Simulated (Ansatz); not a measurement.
With r²SCAN in the plane-wave PAW code Ansatz, SiGe in the orthorhombic phase (Pmma; Si on 2e, Si on 2f, Ge on 2e, Ge on 2f) relaxes to a = 3.928 Å, b = 3.926 Å, c = 11.099 Å. Si on 2e has 4 nearest neighbours from 2.37 Å (tetrahedral); Si on 2f has 4 nearest neighbours from 2.37 Å (tetrahedral); Ge on 2e has 4 nearest neighbours from 2.40 Å (tetrahedral); Ge on 2f has 4 nearest neighbours from 2.43 Å (tetrahedral). Against the elements it lies at 0.010 eV/atom, with no fitted shifts.

It is gapped at this level: 0.55 eV (indirect). The screened hybrid HSE06 puts the gap at 0.92 eV. Gap from r²SCAN with spin–orbit coupling: 0.50 eV. Electrons at the band edge weigh 0.15, 0.28, 3.1 mₑ (principal values). The hole mass is 0.069, 0.23, 1.9 mₑ (principal values).

The bulk modulus is 84.2 GPa. The elastic constants imply a Debye temperature near 474 K. Bader charges are Si +0.01 to +0.17, Ge -0.18 to 0.00 e.

The start of the workflow was typed in or built on a structure type; neither database checked (COD, Materials Project) lists it. Its standing as an ambient phase is unchecked. The cell was relaxed with r²SCAN under the symmetry of its start; its stability against distortions is not shown here. The references are the lowest solids computed at this level, not always the standard phases. Scalar-relativistic: spin–orbit coupling is off unless named, which matters more the heavier the elements.

Potentials: the later of the program's two PAW sets.
